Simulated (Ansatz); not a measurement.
Input:

SiB12C2:
```yaml
crystal:
  lattice:
    - [2.82048, 1.62840, 4.20643]
    - [-2.82048, 1.62840, 4.20643]
    - [0.00000, -3.25681, 4.20643]
  atoms:
    - { symbol: B, position: [0.31612, 0.80944, 0.80944] }
    - { symbol: B, position: [0.68388, 0.19056, 0.19056] }
    - { symbol: B, position: [0.80944, 0.31612, 0.80944] }
    - { symbol: B, position: [0.19056, 0.68388, 0.19056] }
    - { symbol: B, position: [0.80944, 0.80944, 0.31612] }
    - { symbol: B, position: [0.19056, 0.19056, 0.68388] }
    - { symbol: B, position: [0.67277, 0.99368, 0.99368] }
    - { symbol: B, position: [0.32723, 0.00632, 0.00632] }
    - { symbol: B, position: [0.99368, 0.67277, 0.99368] }
    - { symbol: B, position: [0.00632, 0.32723, 0.00632] }
    - { symbol: B, position: [0.99368, 0.99368, 0.67277] }
    - { symbol: B, position: [0.00632, 0.00632, 0.32723] }
    - { symbol: C, position: [0.63480, 0.63480, 0.63480] }
    - { symbol: C, position: [0.36520, 0.36520, 0.36520] }
    - { symbol: Si, position: [0.50000, 0.50000, 0.50000] }
```

This is the r²SCAN-relaxed structure. x, y and z are the axes in which the lattice vectors are written.

**Question.** All from r²SCAN in the plane-wave PAW code Ansatz, unless another level is named. Estimate the bulk modulus (Birch–Murnaghan fit).

**Answer.** 2220 kbar.

**Question.** What about the elastic constants (relaxed ions, GPa)?

**Answer.** C11 = 518, C12 = 124, C13 = 62.1, C14 = 48.8, C33 = 478, C44 = 121.

Space group R-3m. The start of the workflow was typed in or built on a structure type; neither database checked (COD, Materials Project) lists it. Its standing as an ambient phase is unchecked. Symmetry was held in the r²SCAN relaxation; whether a distortion lowers the energy is not shown.

Potentials: the earlier of the program's two PAW sets.
